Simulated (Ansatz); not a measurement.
Relaxation of a relaxed Ga2Cu cell with every coordinate shifted by Gaussian noise of σ = 0.2 Å; 3 atoms in the cell, which starts as P1 (No. 1), aP3; a = b = 2.803 Å, c = 5.743 Å, α = β = γ = 90.00°. All values below come from PBEsol (plane waves to 420 eV, PAW, scalar-relativistic; Ansatz, an electronic-structure program). Γ-centred k-mesh 12×12×6 on the run's cell (coarser than for final values), Fermi–Dirac smearing 0.05 eV. This is the first round of the run. 

The optimiser's lines from the output (shortened; P is positive under compression):

```
relax step   1: F+E_penalty+E_count = -14074.80439230 eV  Δ(F+E_penalty+E_count) = +0.000e0 eV  max|allowed force component| = 2.607e0 eV/Å  Δτ_max = 0.0000 Å  P = +7.977 GPa  Ω = 45.105 Å³  (8 SCF iters, dr2 threshold 1.00e-7 eV, accepted)
relax step   2: F+E_penalty+E_count = -14075.22819745 eV  Δ(F+E_penalty+E_count) = -4.238e-1 eV  max|allowed force component| = 9.843e-1 eV/Å  Δτ_max = 0.0901 Å  P = +2.369 GPa  Ω = 45.232 Å³  (8 SCF iters, dr2 threshold 3.00e-7 eV, accepted)
relax step   3: F+E_penalty+E_count = -14075.43021142 eV  Δ(F+E_penalty+E_count) = -2.020e-1 eV  max|allowed force component| = 5.527e-1 eV/Å  Δτ_max = 0.2000 Å  P = +5.011 GPa  Ω = 43.271 Å³  (9 SCF iters, dr2 threshold 3.00e-7 eV, accepted)
relax step   4: F+E_penalty+E_count = -14075.47282092 eV  Δ(F+E_penalty+E_count) = -4.261e-2 eV  max|allowed force component| = 1.703e-1 eV/Å  Δτ_max = 0.2000 Å  P = -2.212 GPa  Ω = 46.351 Å³  (8 SCF iters, dr2 threshold 3.00e-7 eV, accepted)
relax step   5: F+E_penalty+E_count = -14075.47764350 eV  Δ(F+E_penalty+E_count) = -4.823e-3 eV  max|allowed force component| = 1.775e-1 eV/Å  Δτ_max = 0.1084 Å  P = -0.540 GPa  Ω = 45.304 Å³  (8 SCF iters, dr2 threshold 3.00e-7 eV, accepted)
relax step   6: F+E_penalty+E_count = -14075.49794018 eV  Δ(F+E_penalty+E_count) = -2.030e-2 eV  max|allowed force component| = 5.548e-3 eV/Å  Δτ_max = 0.0617 Å  P = -0.054 GPa  Ω = 44.999 Å³  (7 SCF iters, dr2 threshold 3.00e-7 eV, accepted)
relax step   7: F+E_penalty+E_count = -14075.49825216 eV  Δ(F+E_penalty+E_count) = -3.120e-4 eV  max|allowed force component| = 1.240e-2 eV/Å  Δτ_max = 0.0115 Å  P = +0.032 GPa  Ω = 44.989 Å³  (6 SCF iters, dr2 threshold 3.00e-7 eV, accepted)
relax step   8: F+E_penalty+E_count = -14075.49831272 eV  Δ(F+E_penalty+E_count) = -6.055e-5 eV  max|allowed force component| = 4.317e-4 eV/Å  Δτ_max = 0.0040 Å  P = +0.001 GPa  Ω = 44.998 Å³  (6 SCF iters, dr2 threshold 2.76e-8 eV, accepted)
relax step   9: F+E_penalty+E_count = -14075.49826939 eV  Δ(F+E_penalty+E_count) = +4.333e-5 eV  max|allowed force component| = 4.301e-4 eV/Å  Δτ_max = 0.0000 Å  P = -0.005 GPa  Ω = 44.998 Å³  stress off target by 1.17e-2 GPa  SCF on the basis re-selected at this cell (its energy is not comparable with the rows above)  (9 SCF iters)
```

From the first to the last row the energy changes by -0.23 eV/atom and the volume by -0.2 %. The last row is marked as not comparable with the walk above it, whose basis was carried along; it does compare with step 1, since both stand on a basis selected at the nominal cutoff for their own cell.

Later rounds, restarted from the end of this one on a renewed k-mesh, logged 4 more steps and released under 0.01 eV/atom more. The final structure after all rounds: P4/mmm (No. 123), tP3; a = 2.803 Å, b = 2.803 Å, c = 5.743 Å, α = 90.00°, β = 90.00°, γ = 90.00°. Between re-selections the logged energies stand on a plane-wave basis carried along with the cell. No spin polarisation in the result.
